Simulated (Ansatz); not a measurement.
## InGa2N3: rattling a relaxed structure

It was reached by relaxing an invented guess, and it needn't be the stable form of this composition.

Computed with DFT PBE, scalar-relativistic, plane waves, PAW in Ansatz 0.2.0. Cutoff 420 eV; k points 16×16×16 on the computed 6-atom cell (Γ-centred); Gaussian smearing, width 0.02 eV; no spin polarisation.

The cell below (6 atoms, space group I-4m2 (No. 119)) is relaxed within its symmetry.

```
CELL_PARAMETERS angstrom
-1.66072 1.66072 7.12029
1.66072 -1.66072 7.12029
1.66072 1.66072 -7.12029
ATOMIC_POSITIONS crystal
In 0.00000 0.00000 0.00000
Ga 0.67283 0.67283 0.00000
Ga 0.32717 0.32717 0.00000
N 0.25000 0.75000 0.50000
N 0.90347 0.40347 0.50000
N 0.59654 0.09654 0.50000
```

For the test a repeat of it with 12 atoms (edges 4.70, 4.70, 7.50 Å) was strained at random (σ = 1.5 % a component), the atoms were moved at random (σ = 0.10 Å), and all was relaxed again on a coarse 4×4×4 mesh (in the run’s order of axes) with 0.10 eV smearing, with no symmetry imposed.

Question: What happens?

Answer: It returns, within 1 meV/atom of the unmoved cell on that mesh and with the same symmetry when read at 0.1 Å. No instability shows in this cell; modes of other wave vectors, which need another repeat, aren't tested.
